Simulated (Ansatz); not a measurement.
The calculation used DFT PBE, scalar-relativistic, plane waves, PAW (Ansatz). All cells share a 420 eV cutoff and Γ-centred k meshes spaced at most about 0.3 Å⁻¹ (2π included). No spin polarisation in the final relaxations.

All energies are static (0 K, no zero-point motion).

Two relaxed structures of AlGa2P3:

A.

```
CELL_PARAMETERS angstrom
3.88312 0.00000 0.00000
-1.94156 3.36288 0.00000
0.00000 0.00000 19.17770
ATOMIC_POSITIONS crystal
Al 0.66667 0.33333 0.83300
Al 0.33333 0.66667 0.33300
Ga 0.66667 0.33333 0.16678
Ga 0.66667 0.33333 0.50007
Ga 0.33333 0.66667 0.00007
Ga 0.33333 0.66667 0.66678
P 0.66667 0.33333 0.29161
P 0.66667 0.33333 0.62479
P 0.66667 0.33333 0.95775
P 0.33333 0.66667 0.12479
P 0.33333 0.66667 0.45775
P 0.33333 0.66667 0.79161
```

B.

```
CELL_PARAMETERS angstrom
3.89363 0.00000 0.00000
-1.94682 3.37198 0.00000
0.00000 0.00000 9.53958
ATOMIC_POSITIONS crystal
Al 0.33333 0.66667 0.66688
Ga 0.00000 0.00000 0.00000
Ga 0.66667 0.33333 0.33315
P 0.00000 0.00000 0.74938
P 0.33333 0.66667 0.41714
P 0.66667 0.33333 0.08346
```

Question: Which is lower in energy, and by how much?

Answer: B is lower, by 7 meV/atom. A has Al and Ga ordered on wurtzite sites, space group P6_3mc (No. 186), 20.9 Å³/atom and a gap of 1.42 eV on its mesh; B has Al and Ga ordered on zinc blende sites, space group P3m1 (No. 156), 20.9 Å³/atom and a gap of 1.64 eV. Counting P atoms around Al and Ga (those within 1.25 times the shortest such distance or 1.15 times the sum of covalent radii), A and B both have Al 4, Ga 4. Both come from invented guesses.

Kohn–Sham gaps at this level usually fall short of measured ones. Cells relaxed within their symmetry can be saddle points.
